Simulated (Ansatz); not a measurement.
input.yaml (Ansatz)

```yaml
crystal:
  lattice:
    - [-3.318, 3.318, 3.318]
    - [3.318, -3.318, 3.318]
    - [3.318, 3.318, -3.318]
  atoms:
    - { symbol: Si, position: [0.2006, 0.2006, 0.2006] }
    - { symbol: Si, position: [0.5, 0.0, 0.2994] }
    - { symbol: Si, position: [0.2994, 0.5, 0.0] }
    - { symbol: Si, position: [0.0, 0.2994, 0.5] }
    - { symbol: Si, position: [0.7994, 0.7994, 0.7994] }
    - { symbol: Si, position: [0.5, 0.0, 0.7006] }
    - { symbol: Si, position: [0.7006, 0.5, 0.0] }
    - { symbol: Si, position: [0.0, 0.7006, 0.5] }
hamiltonian:
  xc: blyp
  pseudopotentials:
    kind: paw
    azcp:
      Si: "pseudopotentials/Si.paw.azcp"
basis:
  ecutwfc: 420
  fft_grid_basis: typed
kpoints:
  mp_grid: { grid: [4, 4, 4], shift: [0, 0, 0] }
magnetization:
  spin_polarized: false
scf:
  occupations: { method: fermi_dirac, width: 0.05 }
relax:
  max_steps: 60
  f_tol: 0.01
  cell: {}
```

Terminal output

```
Engine: ansatz 0.2.0, x86_64-unknown-linux-gnu
Pseudopotentials: kind: paw
Pseudopotential: Si, paw, valence charge 4, recommended cutoff 420 eV (normal) 
Functional definition: BLYP
  parameter beta = 0.0042
  parameter a = 0.04918
  parameter b = 0.132
  parameter c = 0.2533
  parameter d = 0.349
  exchange = b88_x(beta = beta)
  correlation = lyp_c(a = a, b = b, c = c, d = d)
Crystal: 8 atoms, lattice volume = 146.113 Å³
Basis set: ecut = 420 eV, 2899 PW (Γ), exchange–correlation on 80×80×80 points (8 copies of the dense FFT grid, shifted against one another)
Bands: 24, of which v1, the nominal top of the filled ones, is band 16 counted from 1 (15 counted from 0)
Symmetry: 24 space group operations
Space group: Ia-3 (ITA 206), of the structure as read, at distance tolerance 5.3e-5 Å
k-points: 8 of 64
Non-local potential: Si, projectors of the file, l = 0: 2, l = 1: 2, l = 2: 2
PAW form: soft (Blöchl's): semilocal exchange-correlation on the pseudo side does not see the compensation charge
PAW frozen core: Si, regenerated for the run's functional, and the local potential with it (the file was generated under x = pbe(κ = 0.804, μ = 0.2195149727645171), c = pbe(β = 0.06672455060314922))
PAW one-centre angular grid: Si, 110 points (default); XC on 64 Gauss nodes
Initial density: superposition of atomic densities (neutral atoms: chi_scale 0, normalization atom), corrected by the library's trained network
Initial wavefunctions: pseudopotential atomic-orbital guess
Functional: x = b88, c = lyp
SCF iter   1: F=—  HF=-5113.737535 eV  |F-HF|=—  |Δ(HF+E_count)|=         —  Δρ=8.36e-3  dr2=1.65e-1  ethr=1.77e-3  ⟨swp⟩=8.0  Hψ=1150  notcnv=0  defer=1
SCF iter   2: F=—  HF=-5113.694762 eV  |F-HF|=—  |Δ(HF+E_count)|=   4.28e-2  Δρ=4.75e-3  dr2=5.47e-2  ethr=5.15e-4  ⟨swp⟩=1.0  Hψ=256  notcnv=0  defer=6
SCF iter   3: F=—  HF=-5113.674839 eV  |F-HF|=—  |Δ(HF+E_count)|=   1.99e-2  Δρ=5.70e-4  dr2=4.28e-4  ethr=1.71e-4  ⟨swp⟩=3.0  Hψ=352  notcnv=0  defer=16
SCF iter   4: F=—  HF=-5113.675032 eV  |F-HF|=—  |Δ(HF+E_count)|=   1.93e-4  Δρ=6.91e-5  dr2=1.00e-5  ethr=1.34e-6  ⟨swp⟩=2.2  Hψ=306  notcnv=0  defer=16
SCF iter   5: F=—  HF=-5113.675039 eV  |F-HF|=—  |Δ(HF+E_count)|=   6.99e-6  Δρ=2.30e-5  dr2=5.09e-7  ethr=3.13e-8  ⟨swp⟩=2.8  Hψ=297  notcnv=0  defer=16
...
SCF iter   1: F=—  HF=-5113.841606 eV  |F-HF|=—  |Δ(HF+E_count)|=         —  Δρ=5.41e-5  dr2=3.94e-7  ethr=1.24e-7  ⟨swp⟩=3.1  Hψ=1623  notcnv=0
SCF iter   2: F=—  HF=-5113.841616 eV  |F-HF|=—  |Δ(HF+E_count)|=   9.84e-6  Δρ=2.89e-5  dr2=1.13e-7  ethr=1.23e-9  ⟨swp⟩=2.0  Hψ=321  notcnv=0
SCF iter   3: F=—  HF=-5113.841620 eV  |F-HF|=—  |Δ(HF+E_count)|=   3.97e-6  Δρ=7.97e-7  dr2=2.85e-10  ethr=3.54e-10  ⟨swp⟩=2.0  Hψ=323  notcnv=0
SCF iter   4: F=-5113.841620 eV  HF=-5113.841620 eV  |F-HF|=1.27e-11  |Δ(HF+E_count)|=   2.03e-9  Δρ=9.11e-8  dr2=7.07e-12  ethr=1.00e-12  ⟨swp⟩=4.9  Hψ=637  notcnv=0
SCF 5 converged in 4 iterations: F = -5113.841620 eV  dr2 = 7.07e-12
relax step   5: F+E_penalty+E_count = -5113.84161993 eV  Δ(F+E_penalty+E_count) = -2.665e-3 eV  max|allowed force component| = 4.397e-3 eV/Å  Δτ_max = 0.0000 Å  P = +0.042 GPa  Ω = 156.167 Å³  stress off target by 4.16e-2 GPa  SCF on the basis re-selected at this cell (its energy is not comparable with the rows above)  (4 SCF iters)
basis re-selected at this cell: Δ(F+E_penalty+E_count) = -2.665e-3 eV, ΔP = +0.027 GPa vs the last step (what re-selecting the basis moved, of the pressure what is left beyond the Pulay correction that the steps carried, after the strain that the cell walked since its last selection, with what the two solves' SCF thresholds leave and, on support functions, any second-order correction that the steps lacked; it is no measure of the basis error at this ecutwfc). This SCF's stress stands 4.16e-2 GPa from its target on what of the cell is left free (relax.cell.stress_tol is 5.00e-2 GPa) and its largest allowed force component is 4.40e-3 eV/Å (relax.f_tol is 1.00e-2 eV/Å): within both
SCF converged after 4 iterations
Free energy (F): -5113.841620 eV
Harris-Foulkes:  -5113.841620 eV  (|F-HF|=1.27e-11)
Internal energy: -5113.838462 eV  (E = F + TS)
E sigma→0 (E₀):  -5113.840041 eV
Entropy (-TS):   -0.003158 eV (-0.395 meV/atom)
Fermi energy:    7.281247 eV
--- Per-component energies (eV) ---
  E_band       = 65.872588
  E_kinetic    = 320.039244
  E_local      = -178.000342  (includes V_loc(G=0)·N_el)
  E_nonlocal   = 213.859176
  E_hartree    = 45.344526
  E_xc         = -431.225023
  E_vxc        = -358.928167  (∫ρ·V_xc dr)
  E_paw        = -4140.178290  (= ΣΔE_a)
  E_vpaw       = -21.786433  (= ΣTr[D̂ρ^β])
  E_aug_tail   = 0.000050  (compensation charges beyond the density's cutoff)
  E_ewald      = -943.793385
  E_core_change = 0.115582  (= ΣΔE_core)
  E_smearing   = -0.003158  (= −TS)
  E_closure    = -0.000000  (closes the sum)
  Σ components = -5113.841620   (vs F -5113.841620, Δ=0.00e0)
--- Forces (eV/Å), atoms counted from 1 ---
  atom   1  Si     0.00439750     0.00439750     0.00439750
  atom   2  Si    -0.00439750    -0.00439750     0.00439750
  atom   3  Si     0.00439750    -0.00439750    -0.00439750
  atom   4  Si    -0.00439750     0.00439750    -0.00439750
  atom   5  Si    -0.00439750    -0.00439750    -0.00439750
  atom   6  Si     0.00439750     0.00439750    -0.00439750
  atom   7  Si    -0.00439750     0.00439750     0.00439750
  atom   8  Si     0.00439750    -0.00439750     0.00439750
  max |Σ_I F_I| component: 2.26e-17 eV/Å
--- Stress (GPa, compression-positive) ---
        0.041576       0.000000       0.000000
        0.000000       0.041576       0.000000
       -0.000000       0.000000       0.041576
  P = ⅓ Tr σ = 0.0416 GPa (0.416 kbar)
--- Relaxed structure (4 steps of the walk, 4 accepted, 1 SCFs on fresh bases) ---
  F+E_penalty+E_count = -5113.84161993 eV   max|allowed force component| = 4.397e-3 eV/Å   (the final SCF, on the basis selected at the relaxed cell)
  cell:  # Å, volume = 156.1675 Å³
    - [-3.3924246088163863, 3.3924246088163863, 3.3924246088163863]
    - [3.3924246088163863, -3.3924246088163863, 3.3924246088163863]
    - [3.3924246088163863, 3.3924246088163863, -3.3924246088163863]
  atoms:
    - { symbol: Si, position: [0.1988601340739688, 0.1988601340739688, 0.1988601340739688] }
    - { symbol: Si, position: [0.5, 0.0, 0.30113986592603115] }
    - { symbol: Si, position: [0.30113986592603115, 0.5, 0.0] }
    - { symbol: Si, position: [0.0, 0.30113986592603115, 0.5] }
    - { symbol: Si, position: [0.8011398659260311, 0.8011398659260311, 0.8011398659260311] }
    - { symbol: Si, position: [0.5000000000000001, 0.0, 0.698860134073969] }
    - { symbol: Si, position: [0.698860134073969, 0.5000000000000001, 0.0] }
    - { symbol: Si, position: [0.0, 0.698860134073969, 0.5000000000000001] }
```

Launched by

```sh
ansatz run input.yaml --threads 4 --pin off --max-ram 8192MiB --backend cpu --events-out ev --progress --plain --runs-dir out
```

On 4 threads of Intel(R) Xeon(R) Platinum 8259CL CPU @ 2.50GHz (Skylake/Cascade Lake) (shared host) this took about 4.3 s of wall time and 13 s of CPU time, with 0.51 GiB at the peak.
